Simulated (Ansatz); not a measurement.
MoS2:
```cif
data_Mo2S4
_chemical_formula_sum 'Mo2 S4'
_space_group_name_H-M_alt 'P 1'
_space_group_IT_number 1
_cell_length_a 3.12222
_cell_length_b 3.12222
_cell_length_c 12.07786
_cell_angle_alpha 90.000
_cell_angle_beta 90.000
_cell_angle_gamma 120.000
loop_
_space_group_symop_operation_xyz
  'x, y, z'
loop_
_atom_site_label
_atom_site_type_symbol
_atom_site_fract_x
_atom_site_fract_y
_atom_site_fract_z
_atom_site_occupancy
Mo1 Mo 0.33333 0.66667 0.25000 1
Mo2 Mo 0.66667 0.33333 0.75000 1
S1 S 0.33333 0.66667 0.62132 1
S2 S 0.66667 0.33333 0.12132 1
S3 S 0.66667 0.33333 0.37868 1
S4 S 0.33333 0.66667 0.87868 1
```

Relaxed with LDA.

Problem. Give the optical modes at the zone centre with their infrared and Raman activity from DFPT, the program Ansatz at the LDA level (PAW).

Solution. Transverse frequencies, without the LO–TO term; a row sums one degenerate level.

```tsv
ω (cm⁻¹)	degeneracy	IR ((D/Å)²/amu)	Raman (Å⁴/amu)	activity	symmetry
35	2	0.00	6.5	Raman	E2g
55	1	0.00	0	silent	B1g
288	2	0.00	0	silent	E2u
290	2	0.00	3.1	Raman	E1g
389	2	0.00	980	Raman	E2g
389	2	3.21	0	IR	E1u
409	1	0.00	0	silent	B2u
414	1	0.00	2300	Raman	A1g
471	1	0.83	0	IR	A2u
475	1	0.00	0	silent	B1g
```

Problem. How high does the top mode go among those that the LO–TO term moves?

Solution. 392 cm⁻¹ for q along x, 392 cm⁻¹ for q along y, 473 cm⁻¹ for q along z.

Space group P6_3/mmc. The cell was relaxed with LDA under the symmetry of its start; phonons on a q-mesh show no instability. The run is not spin-polarised. A crystal of weakly bound layers computed without a dispersion correction: the cell and the soft elastic constants depend strongly on that.

Potentials: the later of the program's two PAW sets.
